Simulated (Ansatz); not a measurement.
Relaxed-ion elastic tensor of LiCl (rock salt, Fm-3m) in GPa (Voigt order), the program Ansatz at the r²SCAN level (PAW); density 2.11 g/cm³, 16.70 Å³ per atom.

|  | 1 | 2 | 3 | 4 | 5 | 6 |
|---|---|---|---|---|---|---|
| 1 | 60.7 | 21.8 | 21.8 | 0.0 | 0.0 | 0.0 |
| 2 | 21.8 | 60.7 | 21.8 | 0.0 | 0.0 | 0.0 |
| 3 | 21.8 | 21.8 | 60.7 | 0.0 | 0.0 | 0.0 |
| 4 | 0.0 | 0.0 | 0.0 | 27.5 | 0.0 | 0.0 |
| 5 | 0.0 | 0.0 | 0.0 | 0.0 | 27.5 | 0.0 |
| 6 | 0.0 | 0.0 | 0.0 | 0.0 | 0.0 | 27.5 |

Q: Is the crystal mechanically stable?

A: Yes: the smallest eigenvalue of C is 27.5 GPa.

Q: Work out the Voigt, Reuss and Hill averages.

A: K_V = 34.8, K_R = 34.8, K_H = 34.8; G_V = 24.3, G_R = 23.6, G_H = 23.9 GPa.

Q: Give Young's modulus, Poisson's ratio, Pugh's ratio and the universal anisotropy index.

A: E = 9KG/(3K + G) = 58.4 GPa; ν = 0.22; K/G = 1.45 (brittle by the Pugh limit of 1.75); A_U = 5G_V/G_R + K_V/K_R − 6 = 0.15.

Q: Estimate the sound speeds and the Debye temperature.

A: v_l = √((K + 4G/3)/ρ) = 5620 m/s, v_t = √(G/ρ) = 3370 m/s, mean 3730 m/s; Θ = (h/k)(3n/4πV)^(1/3) v_m = 434 K.

Q: Give the Zener ratio and Young's modulus along [100], [110] and [111].

A: A = 2C44/(C11 − C12) = 1.41; 1/E = S11 − 2(S11 − S12 − S44/2)Γ with Γ = 0, 1/4, 1/3 gives 49.1, 60.3, 65.2 GPa.

The r²SCAN relaxation kept the symmetry of its start.

Potentials: the earlier of the program's two PAW sets. The files were generated under PBE; for other functionals the program regenerates the frozen cores, and for LDA and PBEsol the local potential too.
